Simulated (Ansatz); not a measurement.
The cell of Hf2B3 is invented: random cell by space group and Wyckoff sites (Pm-3m, No. 221). The dimensions are guesses.

```cif
data_structure
_symmetry_space_group_name_H-M 'Pm-3m'
_symmetry_Int_Tables_number 221
_cell_length_a 4.0225
_cell_length_b 4.0225
_cell_length_c 4.0225
_cell_angle_alpha 90.000
_cell_angle_beta 90.000
_cell_angle_gamma 90.000
_cell_volume 65.09
loop_
_atom_site_label
_atom_site_type_symbol
_atom_site_symmetry_multiplicity
_atom_site_Wyckoff_symbol
_atom_site_fract_x
_atom_site_fract_y
_atom_site_fract_z
_atom_site_occupancy
Hf1 Hf 1 a 0.00000 0.00000 0.00000 1
Hf2 Hf 1 b 0.50000 0.50000 0.50000 1
B1 B 3 c 0.00000 0.50000 0.50000 1
```

Method: DFT PBE, scalar-relativistic, plane waves, PAW (Ansatz 0.2.0). Cutoff 420 eV, Gaussian smearing, Γ-centred meshes. Cell and atoms relax first on a coarse mesh and then on a finer one. In between, the cell is made exact in the group found at 0.06 Å. In metals the finer mesh still leaves noise of several meV/atom or more. The steps can't lower the symmetry of their start. No spin polarisation.

A guess keeps its type if space group and coordination stay and the shape of the cell changes little (axis ratios within about 15 %, angles within 6°); the volume may change.

Task: Will the relaxed cell still be of the starting type?

Result: It keeps its type: symmetry leaves only the cell edge free. The symmetry stays Pm-3m (No. 221). The volume per atom grows by 11.8 %, from 13.0 to 14.6 Å³. The shortest distance goes from 2.01 Å (Hf–B) to 2.09 Å (Hf–B). Counting neighbours within 15 % of an atom's shortest distance, the start has B 2, Hf 6/12 and the end B 2, Hf 6/12.

Energies over the elements count from the elements' standard structures at the same level, with no fitted energy shifts.

Task: At what energy does it end?

Result: +1.01 eV/atom. The separate elements lie lower, so it is unstable against them.

The last run used a 10×10×10 mesh for its 5-atom cell and Gaussian smearing of 0.10 eV. These runs have no spin–orbit coupling, which can matter for Hf. The cell is a metal run without spin; a magnetic state may lie lower. A structure relaxed within its symmetry needn't be a true minimum. Another cell of Hf2B3 relaxed alike, in P6/mmm, lies 74 meV/atom lower, so this cell isn't the stable form at this level.

In counts of neighbours, a slash parts the counts of unlike sites.
